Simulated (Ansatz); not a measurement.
Ansatz (a program for electronic structure) input:

Ansatz 0.2 input:
```yaml
crystal:
  lattice:
    - [0.0, 3.8233352301, 3.8233352301]
    - [3.8233352301, 0.0, 3.8233352301]
    - [3.8233352301, 3.8233352301, 0.0]
  atoms:
    - { symbol: Y, position: [0.5, 0.5, 0.5] }
    - { symbol: Y, position: [0.75, 0.75, 0.75] }
    - { symbol: Pt, position: [0.125, 0.125, 0.125] }
    - { symbol: Pt, position: [0.625, 0.125, 0.125] }
    - { symbol: Pt, position: [0.125, 0.125, 0.625] }
    - { symbol: Pt, position: [0.125, 0.625, 0.125] }
kpoints:
  mp_grid: { grid: [7, 7, 7] }
  band_path:
    path:
      - [[0.0, 0.0, 0.0], [0.5, 0.0, 0.5], [0.625, 0.25, 0.625]]  # Γ-X-U
      - [[0.375, 0.375, 0.75], [0.0, 0.0, 0.0], [0.5, 0.5, 0.5], [0.5, 0.25, 0.75], [0.5, 0.0, 0.5]]  # K-Γ-L-W-X
    npoints: 12
hamiltonian:
  xc: r2scan
  pseudopotentials: { kind: paw }
magnetization: { noncollinear: true, spin_orbit: true }
scf:
  n_extra_bands: 12
  convergence: { dr2_threshold: 0.0000000001 }
  occupations: { method: gaussian, width: 0.05 }
output: { eigenvalues: true }
```

Output (shortened):

```
Pseudopotential: Y, paw_fr, valence charge 11
Pseudopotential: Pt, paw_fr, valence charge 18
Functional definition: r2SCAN
non-collinear run that drives no moment, with spin-orbit …
Crystal: 6 atoms, lattice volume = 111.778 Å³
Basis set: ecut = 500 eV, 2741 PW (Γ), exchange–correlation on 160×160×160 points (64 copies of the dense FFT grid, shifted against one another)
Bands: 106, of which v1, the nominal top of the filled ones, is band 94 counted from 1 (93 counted from 0)
Symmetry: 48 space group operations + 48 with time reversal
k-points: 20 of 343
Projection manifold: j_resolved (fully-relativistic pseudo-atomic orbitals)
SCF iter   1: F=—  HF=-57777.977984 eV  |F-HF|=—  |Δ(HF+E_count)|=         —  Δρ=2.13e-1  dr2=1.26e2  dr2_τ=1.24e0  dr2_m=0.00e0 (ungated)  ethr=3.10e-3  |M|=0.00e0 ∫|m|=0.00e0 μB  |m|>n=0.0e0 m-floor=0.0e0 τ_xc=0.0e0  β_m=0.30  ⟨swp⟩=5.2  Hψ=4405  notcnv=0
preconditioner: auto → Resta (q_TF=auto, 2.651 Å⁻¹)
spin=Noncollinear: Resta preconditioning applied to the charge; magnetization (m_x, m_y, m_z) channels mix plain (no charge-response kernel on spin).
SCF iter   2: F=—  HF=-57763.914669 eV  |F-HF|=—  |Δ(HF+E_count)|=    1.41e1  Δρ=5.26e-2  dr2=5.03e0  dr2_τ=7.64e-1  dr2_m=0.00e0 (ungated)  ethr=3.10e-3  |M|=0.00e0 ∫|m|=0.00e0 μB  |m|>n=0.0e0 m-floor=0.0e0 τ_xc=0.0e0  β_m=0.34  ⟨swp⟩=3.0  Hψ=2257  notcnv=0  defer=88
SCF iter   3: F=—  HF=-57764.618161 eV  |F-HF|=—  |Δ(HF+E_count)|=   7.03e-1  Δρ=2.44e-2  dr2=7.37e-1  dr2_τ=9.30e-3  dr2_m=0.00e0 (ungated)  ethr=3.10e-3  |M|=0.00e0 ∫|m|=0.00e0 μB  |m|>n=0.0e0 m-floor=0.0e0 τ_xc=0.0e0  β_m=0.64  ⟨swp⟩=2.7  Hψ=1501  notcnv=0  defer=92
SCF iter   4: F=—  HF=-57764.840774 eV  |F-HF|=—  |Δ(HF+E_count)|=   2.23e-1  Δρ=1.41e-2  dr2=4.75e-1  dr2_τ=7.92e-3  dr2_m=0.00e0 (ungated)  ethr=7.84e-4  |M|=0.00e0 ∫|m|=0.00e0 μB  |m|>n=0.0e0 m-floor=0.0e0 τ_xc=0.0e0  β_m=0.81  ⟨swp⟩=4.0  Hψ=1682  notcnv=0  defer=90
SCF iter   5: F=—  HF=-57764.789111 eV  |F-HF|=—  |Δ(HF+E_count)|=   5.17e-2  Δρ=6.34e-3  dr2=1.28e-1  dr2_τ=5.70e-4  dr2_m=0.00e0 (ungated)  ethr=5.05e-4  |M|=0.00e0 ∫|m|=0.00e0 μB  |m|>n=0.0e0 m-floor=0.0e0 τ_xc=0.0e0  β_m=0.85  ⟨swp⟩=2.4  Hψ=1271  notcnv=0  defer=84
SCF iter   6: F=—  HF=-57764.780936 eV  |F-HF|=—  |Δ(HF+E_count)|=   8.18e-3  Δρ=4.16e-3  dr2=6.37e-2  dr2_τ=3.33e-4  dr2_m=0.00e0 (ungated)  ethr=1.37e-4  |M|=0.00e0 ∫|m|=0.00e0 μB  |m|>n=0.0e0 m-floor=0.0e0 τ_xc=0.0e0  β_m=0.92  ⟨swp⟩=1.0  Hψ=1018  notcnv=0  defer=84
SCF iter   7: F=—  HF=-57764.774322 eV  |F-HF|=—  |Δ(HF+E_count)|=   6.61e-3  Δρ=2.39e-3  dr2=2.01e-2  dr2_τ=1.52e-4  dr2_m=0.00e0 (ungated)  ethr=6.77e-5  |M|=0.00e0 ∫|m|=0.00e0 μB  |m|>n=0.0e0 m-floor=0.0e0 τ_xc=0.0e0  β_m=0.95  ⟨swp⟩=2.2  Hψ=1095  notcnv=0  defer=84
SCF iter   8: F=—  HF=-57764.771796 eV  |F-HF|=—  |Δ(HF+E_count)|=   2.53e-3  Δρ=9.46e-4  dr2=3.49e-3  dr2_τ=2.42e-5  dr2_m=0.00e0 (ungated)  ethr=2.14e-5  |M|=0.00e0 ∫|m|=0.00e0 μB  |m|>n=0.0e0 m-floor=0.0e0 τ_xc=0.0e0  β_m=0.98  ⟨swp⟩=1.9  Hψ=1085  notcnv=0  defer=84
SCF iter  13: F=-57764.771458 eV  HF=-57764.771458 eV  |F-HF|=7.28e-12  |Δ(HF+E_count)|=  2.40e-10  Δρ=1.39e-7  dr2=2.75e-11  dr2_τ=5.19e-13  dr2_m=0.00e0 (ungated)  ethr=1.00e-12  |M|=0.00e0 ∫|m|=0.00e0 μB  |m|>n=0.0e0 m-floor=0.0e0 τ_xc=0.0e0  ⟨swp⟩=9.3  Hψ=2987  notcnv=0
SCF 1 converged in 13 iterations: F = -57764.771458 eV  dr2 = 2.75e-11
NSCF: frozen V_eff on 74 k-points
SCF converged after 13 iterations
Magnetization: |M| = 0.0000 μB,  M = (+0.0000, +0.0000, +0.0000) μB
Absolute magnetization: 0.0000 μB (∫|m|)
  site 0: m = (+0.0000, +0.0000, +0.0000) μB, |m| = 0.0000 μB  (R = 1.31 Å)
  site 1: m = (+0.0000, +0.0000, +0.0000) μB, |m| = 0.0000 μB  (R = 1.31 Å)
  site 2: m = (+0.0000, +0.0000, +0.0000) μB, |m| = 0.0000 μB  (R = 1.12 Å)
  site 3: m = (+0.0000, +0.0000, +0.0000) μB, |m| = 0.0000 μB  (R = 1.12 Å)
  site 4: m = (+0.0000, +0.0000, +0.0000) μB, |m| = 0.0000 μB  (R = 1.12 Å)
  site 5: m = (+0.0000, +0.0000, +0.0000) μB, |m| = 0.0000 μB  (R = 1.12 Å)
Free energy (F): -57764.771458 eV
Harris-Foulkes:  -57764.771458 eV  (|F-HF|=7.28e-12)
Internal energy: -57764.768725 eV  (E = F + TS)
E sigma→0 (E₀):  -57764.770092 eV
Entropy (-TS):   -0.002733 eV (-0.455 meV/atom)
Fermi energy:    18.542143 eV
--- Per-component energies (eV) ---
  E_band       = -1030.862347
  E_kinetic    = 3163.718003
  E_local      = -8985.439962  (includes V_loc(G=0)·N_el)
  E_nonlocal   = 851.760615
  E_hartree    = 3450.687707
  E_xc         = -1343.960886
  E_vxc        = -1806.961672  (∫ρ·V_xc dr)
  E_paw        = -43458.225294  (= ΣΔE_a)
  E_vpaw       = -1267.688551  (= ΣTr[D̂ρ^β])
  E_aug_tail   = 0.000609  (compensation charges beyond the density's cutoff)
  E_vtau       = 112.372763  (kinetic-family band-sum trace: ∫τ·v_τ [+ j·A + Jᵃ·Aᵃ] dr)
  E_ewald      = -11442.007396
  E_core_change = -1.302121  (= ΣΔE_core)
  E_smearing   = -0.002733  (= −TS)
  E_closure    = 0.000000  (closes the sum)
  Σ components = -57764.771458   (vs F -57764.771458, Δ=0.00e0)
  [band-id]    e_kinetic+e_local+e_nonlocal+2·e_hartree+e_vxc+e_vpaw+e_augmentation_tail+e_vtau = -1030.862780   (vs E_band -1030.862347, Δ=-4.33e-4)
--- Band table (eV; the first three rows and the last of 20) ---
  k-point 0: bands = ["-82.0387", "-82.0387", "-82.0016", "-82.0016", "-82.0016", "-82.0016", "-82.0016", "-82.0016", "-46.6380", "-46.6380", "-46.6358", "-46.6358", "-46.6358", "-46.6358", "-46.5336", "-46.5336", "-32.1109", "-32.1109", "-31.9505", …
  k-point 1: bands = ["-82.0373", "-82.0373", "-82.0030", "-82.0030", "-82.0016", "-82.0016", "-82.0016", "-82.0016", "-46.6375", "-46.6375", "-46.6358", "-46.6358", "-46.6325", "-46.6325", "-46.5374", "-46.5374", "-32.0991", "-32.0991", "-31.9461", …
  k-point 2: bands = ["-82.0338", "-82.0338", "-82.0065", "-82.0065", "-82.0016", "-82.0016", "-82.0016", "-82.0016", "-46.6372", "-46.6372", "-46.6358", "-46.6358", "-46.6227", "-46.6227", "-46.5472", "-46.5472", "-32.0737", "-32.0737", "-31.9413", …
  k-point 19: bands = ["-82.0227", "-82.0227", "-82.0176", "-82.0176", "-82.0016", "-82.0016", "-82.0016", "-82.0016", "-46.6365", "-46.6365", "-46.6359", "-46.6359", "-46.5920", "-46.5920", "-46.5778", "-46.5778", "-32.0152", "-32.0152", "-31.9254", …
```

Cost: about 6 core-minutes (a rough figure) on shared cores.

Space group Fd-3m (cubic Laves (MgCu2 type)). The workflow started from an entry of the Crystallography Open Database (COD). Whether it is the stable phase at ambient conditions was not checked. The cell was relaxed with r²SCAN under the symmetry of its start; its stability against distortions is not shown here. No spin polarisation was allowed.

Potentials: the later of the program's two PAW sets.

Ansatz is a plane-wave DFT program.
